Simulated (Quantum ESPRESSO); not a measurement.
Be2Ru3Cu2Rh, one composition in several site orders

A calculation, not a measurement. The program is pw.x of Quantum ESPRESSO 7.5 (plane-wave density functional theory). The cell is made up: eight metal atoms on a hexagonal close-packed lattice, with elements, volume, strain and displacements drawn at random and not relaxed, so it may be unstable or far from any real phase. PseudoDojo standard norm-conserving files set the functional (PBE unless stated); there is no spin polarisation or spin-orbit coupling, the Fermi-Dirac width of 0.25 eV means electrons at about 2900 K, and the masses in the input are unused placeholders. The beryllium pseudopotential is less sure than most, with forces differing by about two percent and pressure by one to two GPa from a second method on plain beryllium. The copper pseudopotential is less sure than most, with forces differing by about three percent and pressure by about two GPa from a second method on plain copper. A spin test at this wide smearing found no moment, but such smearing suppresses magnetism that the real alloy may have.

The runs put one composition on the sites in different orders. Cell, positions, cutoff, mesh and smearing stay as in the input of run 1; sites are counted in its order. Stress in the tables is positive in tension.

Input of run 1:

```
&control calculation='scf', pseudo_dir='./dojo.nc.sr.pbe.v0_5.standard.upf', outdir='./o', disk_io='medium', tprnfor=.true., tstress=.true. /
&system ibrav=0, nat=8, ntyp=4, nbnd=69, ecutwfc=92.02030273, nosym=.true., tot_charge=0,
 occupations='smearing', smearing='fd', degauss=0.0183746611
/
&electrons conv_thr=1.470e-08, electron_maxstep=70, mixing_beta=0.5 /
ATOMIC_SPECIES
Be 1.0 Be.upf
Cu 1.0 Cu.upf
Rh 1.0 Rh.upf
Ru 1.0 Ru.upf
CELL_PARAMETERS angstrom
-0.0667 0.0126 4.3006
5.2622 -0.0175 -0.0806
-2.6462 4.514 0.0535
ATOMIC_POSITIONS angstrom
Be -0.184 -0.0415 0.0173
Ru -1.3187 2.2771 -0.0564
Be 2.503 -0.0032 -0.0415
Cu 1.2926 2.2477 0.0512
Ru 0.0316 1.5503 2.1251
Rh -1.4575 3.834 2.266
Cu 2.5822 1.5181 2.0172
Ru 1.2505 3.6669 2.1262
K_POINTS automatic
6 5 5 1 1 1
```

| run | elements on sites 1 to 8 | free energy less that of run 1 (eV) | -TS (eV) | pressure (GPa) | stress xx (GPa) | stress yy (GPa) | stress zz (GPa) | stress yz (GPa) | stress xz (GPa) | stress xy (GPa) | iterations |
| --- | --- | --- | --- | --- | --- | --- | --- | --- | --- | --- | --- |
| 1 | Be Ru Be Cu Ru Rh Cu Ru | 0.000 | -1.593 | -1.04 | -2.81 | 1.15 | 4.77 | 1.28 | -0.51 | -0.96 | 17 |
| 2 | Ru Be Cu Rh Be Ru Cu Ru | 0.028 | -1.601 | -0.01 | 2.46 | -1.81 | -0.62 | -0.41 | -3.15 | -3.63 | 18 |
| 3 | Be Ru Be Ru Ru Cu Rh Cu | -0.084 | -1.390 | 0.07 | -3.74 | 3.19 | 0.34 | 1.93 | -2.45 | -0.83 | 18 |
| 4 | Ru Rh Ru Be Be Cu Cu Ru | -0.257 | -1.570 | -2.26 | 4.45 | -1.99 | 4.34 | -0.41 | -1.88 | -0.42 | 18 |
| 5 | Be Ru Be Rh Cu Cu Ru Ru | 0.123 | -1.614 | -0.69 | -2.07 | 3.65 | 0.48 | 1.02 | -1.48 | -0.71 | 17 |
| 6 | Be Be Rh Cu Ru Ru Cu Ru | -0.084 | -1.525 | -0.77 | 3.46 | -3.33 | 2.16 | -1.13 | -1.70 | 1.08 | 18 |

Forces Fx Fy Fz (eV/Å):

| site | run 1 | run 2 | run 3 | run 4 | run 5 | run 6 |
| --- | --- | --- | --- | --- | --- | --- |
| 1 | 0.13 0.10 -0.04 | 1.49 1.94 -0.08 | 0.23 0.05 -0.03 | 0.80 0.39 0.09 | 0.28 0.14 0.02 | 0.15 0.33 -0.03 |
| 2 | 0.00 -0.73 1.03 | 0.08 -0.05 0.15 | 0.05 -0.01 0.83 | 0.43 -0.69 0.42 | 0.02 -0.42 0.54 | 0.11 -0.22 0.18 |
| 3 | 0.33 -0.05 0.05 | 0.33 -0.10 0.28 | 0.15 -0.07 -0.01 | 0.04 0.42 0.22 | 0.23 -0.07 -0.06 | 0.56 -0.08 0.17 |
| 4 | 0.38 -0.02 -0.96 | -1.58 -1.65 -1.19 | -0.33 0.45 -1.74 | -0.19 -0.34 -0.24 | -0.89 -0.07 -1.58 | -0.05 0.00 -0.98 |
| 5 | -1.36 -0.67 0.18 | -0.43 -0.04 0.11 | -1.78 -1.07 0.26 | -0.22 0.00 0.08 | -1.29 -1.21 0.17 | -1.68 -0.55 0.19 |
| 6 | 0.63 0.49 -0.77 | 0.81 -0.66 -0.67 | 0.32 0.06 -0.61 | 0.16 -0.01 -1.13 | 0.54 0.37 -0.57 | -0.49 -0.79 -0.76 |
| 7 | 0.51 -0.83 0.28 | 1.06 -0.67 0.85 | 1.25 -1.44 0.96 | -0.06 -0.24 0.34 | 1.95 -1.57 0.90 | 0.98 -0.02 0.71 |
| 8 | -0.63 1.71 0.25 | -1.77 1.22 0.57 | 0.10 2.02 0.34 | -0.96 0.47 0.23 | -0.84 2.82 0.57 | 0.43 1.33 0.51 |

The sites are displaced and not relaxed, so the energy differences mix bonding between neighbours with strain and are not ordering energies. A rerun of one cell of this series at a higher cutoff and on a denser mesh moved values by no more than 0.008 eV in energy, 0.07 GPa in stress and 0.015 eV/Å in force, and a second program with other atomic files agreed on that cell to 2 % rms in force and 0.5 GPa in pressure.